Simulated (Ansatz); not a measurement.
A geometry of Rh away from equilibrium: the start of the relaxation of a relaxed Rh cell, doubled along one cell vector, shaken by Gaussian noise of σ = 0.08 Å a coordinate. Method: r2SCAN (plane waves to 500 eV, PAW, scalar-relativistic; Ansatz, a first-principles code). Γ-centred k-mesh 7×14×8 on the run's cell (coarser than for final values), Fermi–Dirac smearing 0.05 eV.

```xyz
4
Lattice="5.4042 0.0000 0.0000 -1.3511 2.3401 0.0000 0.0000 0.0000 4.3549" Properties=species:S:1:pos:R:3 pbc="T T T"
Rh    -0.1019     1.5707     1.0222
Rh     2.6162     1.6781     1.1261
Rh     1.1556     0.6668     3.2425
Rh     3.9943     0.7151     3.3360
```

### Question
Predict the force on each atom, in eV/Å.

### Answer
```
atom     Fx     Fy     Fz
----  -----  -----  -----
Rh1    0.44   0.20   0.90
Rh2   -0.48  -1.35   0.25
Rh3    1.33   1.06  -0.38
Rh4   -1.28   0.09  -0.76
```

### Question
What is the pressure?

### Answer
+3.5 GPa, compression positive.

No spin polarisation in the result.

The end of the path is a generated cell of Rh: the first start was made by placing the elements on the sites of a structure type, and the end was not matched to a known phase here, so it may be hypothetical. Known forms of Rh include space group No. 225.
